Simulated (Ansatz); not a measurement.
Data:

MoPt:
```
MoPt
1.0
    3.14024     0.00000     0.00000
    0.00000     3.14024     0.00000
    0.00000     0.00000     3.14024
Pt Mo
1 1
Direct
  0.00000   0.00000   0.00000
  0.50000   0.50000   0.50000
```

This is the PBEsol-relaxed structure.

Task: All from plane-wave PAW PBEsol (Ansatz code), unless another level is named. Estimate the formation energy from the elements (no fitted shifts).

Result: 0.24 eV/atom.

Task: And the density of states at the Fermi level?

Result: 1.5 states/eV per atom (mean over ±0.08 eV).

Space group Pm-3m (CsCl type). The start of the workflow was typed in or built on a structure type; neither database checked (COD, Materials Project) lists it. Whether it is the stable phase at ambient conditions was not checked. Symmetry was held in the PBEsol relaxation. At this level the phase is mechanically unstable. The run is not spin-polarised. Its formation energy is positive at this level, so the cell may be metastable or incomplete. The references are the lowest solids computed at this level, not always the standard phases. Scalar-relativistic: spin–orbit coupling is off unless named, which matters more the heavier the elements.

Potentials: the earlier of the program's two PAW sets. The files were generated under PBE; for other functionals the program regenerates the frozen cores, and for LDA and PBEsol the local potential too.
